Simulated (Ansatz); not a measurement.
### Question
Each is relaxed and computed with plane-wave PAW PBE (Ansatz code). Which is the only one with a gap?
A. Hf2Ge, P6_3/mmc (Ge on 2c, Hf on 2a, Hf on 2d)
B. Hf2Si, P6_3/mmc (Si on 2c, Hf on 2a, Hf on 2d)
C. TlBr, P6_3/mmc (Tl on 2c, Br on 2d)
D. TiC, P6_3/mmc (Ti on 2c, C on 2d)

### Answer
C, TlBr, P6_3/mmc (Tl on 2c, Br on 2d). TlBr: gap 3.09 eV (direct); Hf2Ge: metal; Hf2Si: metal; TiC: metal. Constructed cells (a structure type filled with these elements, in neither database checked): TlBr, P6_3/mmc (Tl on 2c, Br on 2d); Hf2Ge, P6_3/mmc (Ge on 2c, Hf on 2a, Hf on 2d); Hf2Si, P6_3/mmc (Si on 2c, Hf on 2a, Hf on 2d). Typed or built starts, not in the databases checked: TiC, P6_3/mmc (Ti on 2c, C on 2d). Not the usual ambient phase: TiC, P6_3/mmc (Ti on 2c, C on 2d). All cells were relaxed under the symmetry of their starts (and spin orders); stability against distortions was not tested throughout. Rows with no word on spin ran without spin polarisation. Spin–orbit coupling is left out wherever it is not named.

Potentials: the later of the program's two PAW sets.
